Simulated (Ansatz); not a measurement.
BaAg2As2:
```cif
data_Ag4As4Ba2
_chemical_formula_sum 'Ba2 Ag4 As4'
_space_group_name_H-M_alt 'I4/mmm'
_space_group_IT_number 139
_space_group_name_Hall '-I 4 2'
_cell_length_a 4.58018
_cell_length_b 4.58018
_cell_length_c 11.22658
_cell_angle_alpha 90.000
_cell_angle_beta 90.000
_cell_angle_gamma 90.000
loop_
_atom_site_label
_atom_site_type_symbol
_atom_site_symmetry_multiplicity
_atom_site_Wyckoff_symbol
_atom_site_fract_x
_atom_site_fract_y
_atom_site_fract_z
_atom_site_occupancy
Ba1 Ba 2 a 0.00000 0.00000 0.00000 1
Ag1 Ag 4 d 0.00000 0.50000 0.25000 1
As1 As 4 e 0.00000 0.00000 0.38435 1
```
(The calculation used a cell of 5 atoms; values per cell refer to that cell.)

Relaxed at zero pressure with plane-wave PAW r²SCAN (Ansatz code).

### Question
The volume is lowered by 3 % and shape and atoms relax at that volume. What pressure results, and how do the axes share the change?

### Answer
2.1 GPa; a -1.0 %, b -1.0 %, c -1.0 %; the energy rises by 4 meV/atom.

### Question
Give the new structure.

### Answer

Space group I4/mmm (No. 139); a = b = 4.533 Å, c = 11.119 Å, α = β = γ = 90.00°

```json
[
 {"atom": "Ba", "site": "2a", "symmetry": "4/mmm", "x": "0.0000", "y": "0.0000", "z": "0.0000"},
 {"atom": "Ag", "site": "4d", "symmetry": "-4m2", "x": "0.0000", "y": "0.5000", "z": "0.2500"},
 {"atom": "As", "site": "4e", "symmetry": "4mm", "x": "0.0000", "y": "0.0000", "z": "0.3845"}
]
```

The phase is kept; no other phase was compared at this pressure.

The workflow started from an entry of the Crystallography Open Database (COD, 295 K). Whether it is the stable phase at ambient conditions was not checked. Symmetry was held in the r²SCAN relaxation; its stability against distortions is not shown here. The run is not spin-polarised. Scalar-relativistic: spin–orbit coupling is off unless named, which matters more the heavier the elements.

Potentials: the later of the program's two PAW sets.
